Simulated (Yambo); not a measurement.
Absorption of Li$_{2}$PdO$_{3}$ (space group C2/m, No. 12) with and without the electron-hole interaction (Yambo, PBEsol bands; 4×4×4 mesh, 24 valence and 5 conduction bands, static screening with 81 bands and a 3 Ry block, scissor 1.29 eV, Tamm-Dancoff; field along x). Axes are Cartesian, with cell vectors (Å) (2.55, -4.42, 0.00), (2.55, 4.42, 0.00), (-1.70, 0.00, 4.76).

```csv
E (eV),"Im ε, BSE","Im ε, independent quasiparticles"
1.15,0.20,0.14
1.25,0.22,0.15
1.35,0.24,0.16
1.45,0.27,0.17
1.55,0.30,0.18
1.65,0.33,0.20
1.75,0.38,0.21
1.85,0.44,0.23
1.95,0.51,0.25
2.05,0.62,0.28
2.15,0.77,0.31
2.25,0.94,0.34
2.35,1.16,0.39
2.45,1.56,0.44
2.55,2.25,0.51
2.65,3.48,0.60
2.75,5.49,0.74
2.85,7.28,0.93
2.95,7.86,1.25
3.05,7.95,1.75
3.15,7.79,2.44
3.25,7.74,3.62
3.35,8.13,5.21
3.45,8.59,6.36
3.55,8.81,6.69
3.65,8.44,6.86
3.75,7.82,7.45
3.85,7.63,8.37
3.95,8.29,8.93
4.05,9.60,8.86
4.15,10.4,8.01
4.25,11.2,7.49
4.35,11.3,8.01
4.45,11.4,9.06
4.55,11.4,10.0
4.65,10.8,11.2
4.75,10.3,12.0
4.85,9.70,12.9
4.95,8.71,14.2
5.05,8.24,14.8
5.15,8.00,13.6
5.25,7.23,12.1
5.35,6.24,11.8
5.45,5.39,11.9
5.55,5.02,11.3
5.65,4.72,10.2
5.75,4.71,9.39
5.85,4.61,9.12
5.95,4.28,8.61
6.05,4.04,7.66
6.15,3.48,6.43
6.25,3.01,5.61
6.35,2.46,5.26
6.45,2.23,4.93
6.55,1.97,4.32
6.65,1.92,3.54
6.75,1.85,2.97
6.85,1.87,2.49
6.95,1.80,2.19
7.05,1.77,2.01
7.15,1.50,1.94
7.25,1.41,1.87
7.35,1.38,1.97
7.45,1.51,2.04
7.55,1.43,1.91
7.65,1.35,1.79
7.75,1.26,1.81
7.85,1.36,1.84
7.95,1.61,1.78
8.05,1.72,1.61
```

The scissor comes from a G0W0 run whose convergence isn't established. Broadening 0.15 eV. The band window holds all transitions up to 9.4 eV. Fine structure above the onset can come from the mesh.

Spin-orbit splittings are left out.

Geometry of the Materials Project entry, not relaxed at this level; primitive cell a = b = 5.1008 Å, c = 5.0589 Å, α = β = 99.68°, γ = 119.95°.

The structure is a Materials Project entry; no match was found in the copy of COD used, and its stability was not checked.
